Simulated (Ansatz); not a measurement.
A generator proposed this cell of MgCdS₄.

```
Mg Cd S
1.0
    -3.64966    3.64966    2.85630
     3.64966   -3.64966    2.85630
     3.64966    3.64966   -2.85630
Mg Cd S
1 1 4
Direct
  0.50000 0.50000 0.00000
  0.00000 0.00000 0.00000
  0.27399 0.27399 0.54798
  0.72601 0.72601 0.45202
  0.27399 0.72601 0.00000
  0.72601 0.27399 0.00000
```

The calculation used DFT PBE, scalar-relativistic, plane waves, PAW (Ansatz). Plane waves to 420 eV, a k mesh through Γ of 4×4×4 on the computed 6-atom cell and Gaussian smearing (0.10 eV); no spin polarisation.

Formation energies are uncorrected and refer to the elements' standard structures at the same level.

Q: What does a single point on this coarse mesh give?

A: The pressure is -0.7 GPa (the mean over three directions, positive in compression), the largest force is 2.16 eV/Å, and the energy is +0.35 eV/atom against the elements. The shortest distance is 2.33 Å.

Q: Is it a good guess?

A: A fair one: relaxing gains about 0.16 eV/atom (the start's value is from the coarse mesh, so the gain is rough) in 11 ionic steps and ends at +0.18 eV/atom on the finer mesh. The symmetry stays I4/mmm (No. 139). The volume per atom shrinks by 8.2 %, from 25.4 to 23.3 Å³. The shortest distance goes from 2.33 Å (Mg–S) to 2.52 Å (Mg–S). Conventional cell: a = 7.237 Å, c = 5.337 Å. Around Mg lie 4 S at 2.52 Å and 2 Cd at 2.67 Å; Cd has 4 S at 2.60 Å and 2 Mg at 2.67 Å; S has 1 Mg at 2.52 Å, 1 Cd at 2.60 Å and 2 S at 2.67 Å.

The last run used a 10×10×10 mesh for its 6-atom cell and Gaussian smearing of 0.10 eV. The cell is a metal run without spin; a magnetic state may lie lower. The reference form of S is held partly by dispersion forces, which this level lacks. The relaxation can't lower the symmetry of the start, and the grade says only how near the guess is to its own end. A structure relaxed within its symmetry needn't be a true minimum. Another cell of MgCdS4 relaxed alike, in P4/mmm, lies 0.35 eV/atom lower, so this cell isn't the stable form at this level.
